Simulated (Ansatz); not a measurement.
Fixed-spin-moment curve of Cr (P63/mmc)

Geometry: a structure as deposited in COD; nothing is relaxed.

The runs share LDA, 12×12×7 k mesh, Fermi–Dirac smearing of 0.03 eV. PAW means Ansatz 0.2.0 on its default frozen-core files; LAPW is all-electron LAPW in Ansatz 0.2.0. Site moments are integrated in spheres about the atoms, whose radii differ between the methods.

The first input and its command:

```yaml
crystal:
  lattice:
    - [2.714, 0.0, 0.0]
    - [-1.357, 2.3503929459, 0.0]
    - [0.0, 0.0, 4.41]
  atoms:
    - { symbol: Cr, position: [0.3333333333, 0.6666666667, 0.25], spin: 3.0 }
    - { symbol: Cr, position: [0.6666666667, 0.3333333333, 0.75], spin: 3.0 }
magnetization:
  spin_polarized: true
kpoints:
  mp_grid: { grid: [12, 12, 7] }
scf:
  occupations: { method: fermi_dirac, width: 0.03 }
  lower_state_search: "off"
hamiltonian:
  xc: lda
  pseudopotentials: { kind: paw }
output:
  forces: true
  stress: true
  eigenvalues: true
  populations: true
  dos: { projected: true, de: 0.1, e_range: [-8, 5] }
  write_density: true
  write_potential: true
  elf: true
  volumetric_format: npy
```

Command: `ansatz run input.yaml --threads 1 --pin off --max-ram 3072MiB --backend cpu --events-out ev --progress --plain --runs-dir out`

The input for «total moment held at 0.95 μB» by PAW differs from it in these lines, output keys apart:

```diff
-    - { symbol: Cr, position: [0.3333333333, 0.6666666667, 0.25], spin: 3.0 }
-    - { symbol: Cr, position: [0.6666666667, 0.3333333333, 0.75], spin: 3.0 }
+    - { symbol: Cr, position: [0.3333333333, 0.6666666667, 0.25], spin: 0.475 }
+    - { symbol: Cr, position: [0.6666666667, 0.3333333333, 0.75], spin: 0.475 }
+  initial_magnetization: 0.95
+  spin_locking: { lock_magnetization: hard }
```

The input for «total moment held at 1.51 μB» by LAPW differs from it in these lines, output keys apart:

```diff
-    - { symbol: Cr, position: [0.3333333333, 0.6666666667, 0.25], spin: 3.0 }
-    - { symbol: Cr, position: [0.6666666667, 0.3333333333, 0.75], spin: 3.0 }
+    - { symbol: Cr, position: [0.3333333333, 0.6666666667, 0.25], spin: 0.755 }
+    - { symbol: Cr, position: [0.6666666667, 0.3333333333, 0.75], spin: 0.755 }
+  initial_magnetization: 1.51
+  spin_locking: { lock_magnetization: hard }
-  pseudopotentials: { kind: paw }
+  pseudopotentials: { kind: all_electron, lapw: { basis_error: 0.0005 } }
```

Each run fixes M = N↑ − N↓ with two Fermi levels; the holding field B = (E_F↑ − E_F↓)/2μB is the slope of the free energy against M over μB. Energies count from each method's free run. The held moment starts on the atoms that carry the free run's moments.

The free PAW run: Site moments (μB): Cr1 0.51, Cr2 0.51. Cell moment 1.12 μB.

| M (μB/cell) | ΔF PAW (meV/cell) | ΔF LAPW (meV/cell) | B, PAW (T) | largest site moment, PAW (μB) | pressure, PAW (GPa) |
| --- | --- | --- | --- | --- | --- |
| 0.00 | +9.0 | – | – | 0.00 | -39.2 |
| 0.28 | +8.1 | +8.1 | -109 | 0.13 | -39.1 |
| 0.56 | +5.6 | +5.6 | -196 | 0.25 | -39.0 |
| 0.78 | +2.8 | +2.8 | -228 | 0.35 | -38.8 |
| 0.95 | +0.8 | – | -160 | 0.43 | -38.6 |
| 1.23 | +0.3 | – | +97 | 0.56 | -38.1 |
| 1.34 | +1.2 | +1.2 | ? | 0.61 | -37.9 |
| 1.51 | +3.0 | +3.0 | ? | 0.69 | -37.6 |

What belongs in the row "1.34", column "B, PAW (T)"?

+157.

Give the missing entry: row "1.51", column "B, PAW (T)".

+208.

Against an unpolarised PAW run, spin polarisation gains 4.5 meV per atom; the pressure goes from -39.2 to -38.3 GPa, the usual magnetovolume effect: the magnetic state wants the larger volume.

Fit ΔF = E₀ + a₂M² + a₄M⁴ to the PAW points up to M = 1.34 μB, leaving out M = 0.56. What does the fit give, and how well does it predict the point left out?

E₀ = +9.1 meV, a₂ = -13.60 meV/μB², a₄ = +5.119 meV/μB⁴, with a worst miss of 0.2 meV. At M = 0.56 it gives +5.3 meV against the computed +5.6. Since a₂ < 0 the minimum lies at M₀ = √(−a₂/2a₄) = 1.15 μB, against 1.12 μB from the free run.

Separate runs put a uniform field on the spins (g = 2):

| field (T) | M PAW (μB/cell) | M LAPW (μB/cell) |
| --- | --- | --- |
| 300 | 1.704 | 1.700 |
| 600 | 1.961 | 1.959 |

The rows needn't lie on one branch: at M = 0 the run is unmagnetised, so slopes across such rows needn't follow B.

The PAW files were made with PBE; the program remakes their cores once for the run's functional and then keeps them frozen. This cell lies far from its zero-pressure volume, so the numbers describe the cell as given rather than the relaxed compound. The Ansatz runs typed with the search for lower states off end where their start leads. These are results for the start and cell typed. The real compound can order otherwise, in a larger cell, or not at all, since semilocal functionals at zero temperature often overstate magnetism.
